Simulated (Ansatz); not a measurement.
**Pb (fcc)**

Computed with Ansatz (plane waves, PAW, 420 eV cutoff): LDA, scalar-relativistic, no spin polarisation, 14×14×14 k-mesh, Gaussian smearing of 0.05 eV; PAW files: Ansatz's generated set soft_2.

```cif
data_structure
_symmetry_space_group_name_H-M 'P 1'
_symmetry_Int_Tables_number 1
_cell_length_a 3.4503
_cell_length_b 3.4503
_cell_length_c 3.4503
_cell_angle_alpha 60.000
_cell_angle_beta 60.000
_cell_angle_gamma 60.000
_cell_volume 29.04
loop_
_atom_site_label
_atom_site_type_symbol
_atom_site_fract_x
_atom_site_fract_y
_atom_site_fract_z
_atom_site_occupancy
Pb1 Pb 0.00000 0.00000 0.00000 1
```

Task: Which orbitals carry the states at the Fermi level, and how many states are there?

Result: Within 0.1 eV of it: Pb 6p 88 %, Pb 6s 12 % (shares among the projected shells). The density of states at the Fermi level is about 0.49 states/eV per cell, averaged over 0.3 eV.

Density of states (tetrahedra, averaged over 0.3 eV; states/eV per cell of 1 atom; energy in eV from the Fermi level; projections on Löwdin-orthogonalised atomic orbitals, summed over sites):

```csv
E,total,Pb 6p,Pb 6s
-4.60,0.00,0.00,0.00
-4.30,0.06,0.06,0.00
-4.00,0.15,0.14,0.01
-3.70,0.21,0.20,0.01
-3.40,0.30,0.27,0.02
-3.10,0.43,0.40,0.03
-2.80,0.59,0.53,0.04
-2.50,0.83,0.74,0.07
-2.20,0.79,0.69,0.09
-1.90,0.60,0.50,0.09
-1.60,0.36,0.28,0.08
-1.30,0.43,0.35,0.07
-1.00,0.48,0.40,0.07
-0.70,0.49,0.41,0.07
-0.40,0.49,0.42,0.06
-0.10,0.49,0.42,0.06
0.20,0.49,0.42,0.06
0.50,0.52,0.46,0.05
0.80,0.55,0.48,0.05
1.10,0.59,0.52,0.05
1.40,0.62,0.55,0.04
1.70,0.66,0.59,0.04
2.00,0.76,0.68,0.04
2.30,0.76,0.69,0.03
2.60,0.74,0.66,0.03
2.90,0.72,0.64,0.03
3.20,0.69,0.61,0.02
3.50,0.66,0.59,0.02
3.80,0.64,0.57,0.02
4.10,0.61,0.54,0.02
4.40,0.59,0.52,0.01
4.70,0.56,0.50,0.01
5.00,0.55,0.49,0.01
```

These numbers lack spin–orbit coupling. The relaxed cell is 4 % smaller in volume than the cell of this structure in the Crystallography Open Database (30.32 Å³/atom, 2003).
